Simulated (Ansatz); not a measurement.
Li (9R (Sm type), R-3m) under volume change, the program Ansatz at the LDA level (PAW), shape and atoms relaxed at each volume.

```csv
V (Å³/atom),E − E(relaxed) (meV/atom),P (GPa)
17.244,8.2,1.66
17.813,3.5,1.03
18.381,(withheld),(withheld)
18.950,0.0,0.00
19.518,0.8,-0.42
20.087,(withheld),(withheld)
20.655,6.3,-1.12
```

**Question.** Some entries are withheld; supply them.

**Answer.** 
- 20.087, E − E(relaxed) (meV/atom): 2.9
- 20.087, P (GPa): -0.79
- 18.381, E − E(relaxed) (meV/atom): 0.8
- 18.381, P (GPa): 0.48

**Question.** What does a third-order Birch–Murnaghan fit give for V₀, B₀ and B′?

**Answer.** V₀ = 18.95 Å³/atom, B₀ = 15.0 GPa, B′ = 3.4.

The first step of the workflow began from a Materials Project structure, measured or hypothetical; the Crystallography Open Database files this formula in space group No. 166, but the cells were not matched. It is not the phase usual at ambient conditions (space group No. 229). Symmetry was held in the LDA relaxation; its stability against distortions is not shown here.

Potentials: the earlier of the program's two PAW sets. The files were generated under PBE; for other functionals the program regenerates the frozen cores, and for LDA and PBEsol the local potential too.
